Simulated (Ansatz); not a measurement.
An Ansatz (an electronic-structure program) run. Input:

Ansatz 0.2 input:
```yaml
crystal:
  lattice:
    - [1.3858425177, 0.8001165507, 4.8401298199]
    - [-1.3858425177, 0.8001165507, 4.8401298199]
    - [0.0, -1.6002331013, 4.8401298199]
  atoms:
    - { symbol: Ni, position: [0.0, 0.0, 0.0] }
    - { symbol: O, position: [0.601919668, 0.601919668, 0.601919668] }
    - { symbol: O, position: [0.398080332, 0.398080332, 0.398080332] }
kpoints:
  mp_grid: { grid: [10, 10, 10] }
hamiltonian:
  xc: r2scan
  dispersion: d4
  pseudopotentials: { kind: paw }
scf:
  occupations: { method: fixed }
output:
  optics: { e_range: [0.0, 15.0], de: 0.05, sigma: 0.1, bands: { spectra_wanted_up_to: 12 eV } }
```

Output (shortened):

```
basis.fft_grid_basis auto: the FFT boxes are laid along the combinations [[1, 0, -1], [0, 1, -1], [0, 0, 1]] of the cell's own vectors, 2.772, 2.772 and 5.098 …
output.optics: the spectra are integrated over the Brillouin zone by k·p interpolation around the k-points, where levels, occupations, output.optics.sigma and …
Pseudopotential: Ni, paw, valence charge 18
Pseudopotential: O, paw, valence charge 6
Functional definition: r2SCAN
Crystal: 3 atoms, lattice volume = 32.201 Å³
Basis set: ecut = 500 eV, 815 PW (Γ), FFT grids on a1−a3, a2−a3, a3, exchange–correlation on 96×96×160 points (64 copies of the dense FFT grid, shifted against one another)
Bands: 19, of which v1, the nominal top of the filled ones, is band 15 counted from 1 (14 counted from 0)
Symmetry: 12 space group operations
Space group: R-3m (ITA 166), of the structure as read, at distance tolerance 3.2e-5 Å
k-points: 116 of 1000
SCF iter   1: F=—  HF=-6980.015471 eV  |F-HF|=—  |Δ(HF+E_count)|=         —  Δρ=2.90e-2  dr2=2.10e-1  dr2_τ=1.52e-1  ethr=1.77e-3  ⟨swp⟩=4.3  Hψ=8803  notcnv=0  defer=232
preconditioner: auto → none
SCF iter   2: F=—  HF=-6980.308868 eV  |F-HF|=—  |Δ(HF+E_count)|=   2.93e-1  Δρ=8.72e-2  dr2=1.78e0  dr2_τ=4.61e-2  ethr=7.00e-4  ⟨swp⟩=3.7  Hψ=5159  notcnv=0  defer=232  recentre
SCF iter   3: F=—  HF=-6980.108745 eV  |F-HF|=—  |Δ(HF+E_count)|=   2.00e-1  Δρ=1.39e-2  dr2=4.06e-2  dr2_τ=8.76e-4  ethr=7.00e-4  ⟨swp⟩=3.5  Hψ=4385  notcnv=0  defer=232
SCF iter   4: F=—  HF=-6980.107381 eV  |F-HF|=—  |Δ(HF+E_count)|=   1.36e-3  Δρ=7.25e-3  dr2=4.31e-3  dr2_τ=7.74e-4  ethr=1.35e-4  ⟨swp⟩=2.1  Hψ=3231  notcnv=0  defer=232
SCF iter   5: F=—  HF=-6980.109125 eV  |F-HF|=—  |Δ(HF+E_count)|=   1.74e-3  Δρ=2.37e-3  dr2=1.46e-3  dr2_τ=5.94e-5  ethr=1.44e-5  ⟨swp⟩=3.0  Hψ=3648  notcnv=0  defer=232
SCF iter   6: F=—  HF=-6980.109012 eV  |F-HF|=—  |Δ(HF+E_count)|=   1.14e-4  Δρ=1.01e-3  dr2=2.74e-4  dr2_τ=9.27e-6  ethr=4.86e-6  ⟨swp⟩=2.3  Hψ=3331  notcnv=0  defer=232
SCF iter   7: F=—  HF=-6980.108989 eV  |F-HF|=—  |Δ(HF+E_count)|=   2.32e-5  Δρ=3.08e-4  dr2=2.29e-5  dr2_τ=2.70e-7  ethr=9.13e-7  ⟨swp⟩=1.0  Hψ=2212  notcnv=0  defer=134
SCF iter   8: F=—  HF=-6980.108990 eV  |F-HF|=—  |Δ(HF+E_count)|=   1.12e-6  Δρ=3.30e-5  dr2=2.39e-7  dr2_τ=1.29e-8  ethr=7.62e-8  ⟨swp⟩=2.0  Hψ=2730  notcnv=0  defer=75
SCF iter  12: F=-6980.108991 eV  HF=-6980.108991 eV  |F-HF|=9.09e-13  |Δ(HF+E_count)|=    0.00e0  Δρ=5.47e-8  dr2=7.94e-13  dr2_τ=2.19e-14  ethr=1.00e-12  ⟨swp⟩=4.4  Hψ=7491  notcnv=0
SCF 1 converged in 12 iterations: F = -6980.108991 eV  dr2 = 7.94e-13
NSCF: frozen V_eff on 116 k-points
Optics k sum: 0 of 116 k-points
Optics k sum: 6 of 116 k-points
Optics k sum: 12 of 116 k-points
Optics k sum: 18 of 116 k-points
Optics k sum: 24 of 116 k-points
Optics k sum: 29 of 116 k-points
Optics k sum: 35 of 116 k-points
Optics k sum: 41 of 116 k-points
Optics k sum: 47 of 116 k-points
Optics k sum: 53 of 116 k-points
Optics k sum: 58 of 116 k-points
Optics k sum: 64 of 116 k-points
Optics k sum: 70 of 116 k-points
Optics k sum: 76 of 116 k-points
Optics k sum: 82 of 116 k-points
Optics k sum: 87 of 116 k-points
Optics k sum: 93 of 116 k-points
Optics k sum: 99 of 116 k-points
Optics k sum: 105 of 116 k-points
Optics k sum: 111 of 116 k-points
Optics k sum: 116 of 116 k-points
Optics k sum: 0 of 116 k-points
Optics k sum: 6 of 116 k-points
Optics k sum: 12 of 116 k-points
Optics k sum: 18 of 116 k-points
Optics k sum: 24 of 116 k-points
Optics k sum: 29 of 116 k-points
Optics k sum: 35 of 116 k-points
Optics k sum: 41 of 116 k-points
Optics k sum: 47 of 116 k-points
Optics k sum: 53 of 116 k-points
Optics k sum: 58 of 116 k-points
Optics k sum: 64 of 116 k-points
Optics k sum: 70 of 116 k-points
Optics k sum: 76 of 116 k-points
Optics k sum: 82 of 116 k-points
Optics k sum: 87 of 116 k-points
Optics k sum: 93 of 116 k-points
Optics k sum: 99 of 116 k-points
Optics k sum: 105 of 116 k-points
Optics k sum: 111 of 116 k-points
Optics k sum: 116 of 116 k-points
NSCF: frozen V_eff on 1 k-points
NSCF: frozen V_eff on 1 k-points
NSCF: frozen V_eff on 1 k-points
WARN: output.optics: on 9 of the rows wanted, those up to 12.000 eV, the energy-loss function is not bounded in the bands left out, and is left empty along …
SCF converged after 12 iterations
Free energy (F): -6980.108991 eV
Harris-Foulkes:  -6980.108991 eV  (|F-HF|=9.09e-13)
Internal energy: -6980.108991 eV  (E = F + TS)
E sigma→0 (E₀):  -6980.108991 eV
Fermi energy:    6.235199 eV
--- Per-component energies (eV) ---
  E_band       = -559.379637
  E_kinetic    = 625.840792
  E_local      = -6439.458153  (includes V_loc(G=0)·N_el)
  E_nonlocal   = 723.782655
  E_hartree    = 2722.112082
  E_xc         = -224.725419
  E_vxc        = -326.934673  (∫ρ·V_xc dr)
  E_paw        = -1950.603625  (= ΣΔE_a)
  E_vpaw       = -608.921386  (= ΣTr[D̂ρ^β])
  E_aug_tail   = 0.002035  (compensation charges beyond the density's cutoff)
  E_vtau       = 22.084863  (kinetic-family band-sum trace: ∫τ·v_τ [+ j·A + Jᵃ·Aᵃ] dr)
  E_ewald      = -2436.471307
  E_disp       = -0.224101  (pairwise vdW)
  E_core_change = -0.363950  (= ΣΔE_core)
  E_smearing   =  0.000000  (= −TS)
  E_closure    =  0.000000  (closes the sum)
  Σ components = -6980.108991   (vs F -6980.108991, Δ=0.00e0)
  [band-id]    e_kinetic+e_local+e_nonlocal+2·e_hartree+e_vxc+e_vpaw+e_augmentation_tail+e_vtau = -559.379704   (vs E_band -559.379637, Δ=-6.68e-5)
--- Band table (eV; the first three rows and the last of 116) ---
  k-point 0: bands = ["-101.5973", "-60.5468", "-60.5468", "-60.2989", "-14.3378", "-11.8637", "0.3541", "0.7390", "0.7390", "3.9166", "3.9166", "5.3484", "5.3484", "5.5650", "5.7737", "9.0753", "9.0753", "14.8013", "18.7464"]
  k-point 1: bands = ["-101.5968", "-60.5522", "-60.5481", "-60.2980", "-14.2013", "-11.8729", "0.5097", "0.6663", "0.8320", "3.5882", "3.6903", "5.0240", "5.4692", "5.7153", "5.9045", "8.7531", "9.0027", "15.2668", "19.2557"]
  k-point 2: bands = ["-101.5955", "-60.5665", "-60.5515", "-60.2959", "-13.8217", "-11.9045", "0.5334", "0.9315", "1.0769", "2.6326", "3.2963", "4.7562", "5.5325", "5.7827", "5.9855", "8.1642", "8.8777", "16.3693", "20.3893"]
  k-point 115: bands = ["-101.5973", "-60.5467", "-60.5467", "-60.2988", "-14.2681", "-11.9891", "0.7286", "0.7286", "0.8753", "3.9165", "3.9165", "4.4883", "5.3912", "5.3912", "6.1251", "9.0393", "9.0393", "16.7392", "17.2410"]
```

Cost: very roughly 2.8 core-minutes on shared cores.

The first step of the workflow began from a Materials Project structure, measured or hypothetical; the Crystallography Open Database copy checked does not list it. COD files the formula under space group No. 12. Whether it is the stable phase at ambient conditions was not checked. The r²SCAN+D4 relaxation kept the symmetry of its start. At this level the phase is mechanically unstable. The run is not spin-polarised. No Hubbard U is applied.

Potentials: the later of the program's two PAW sets.

Ansatz is a plane-wave DFT program.
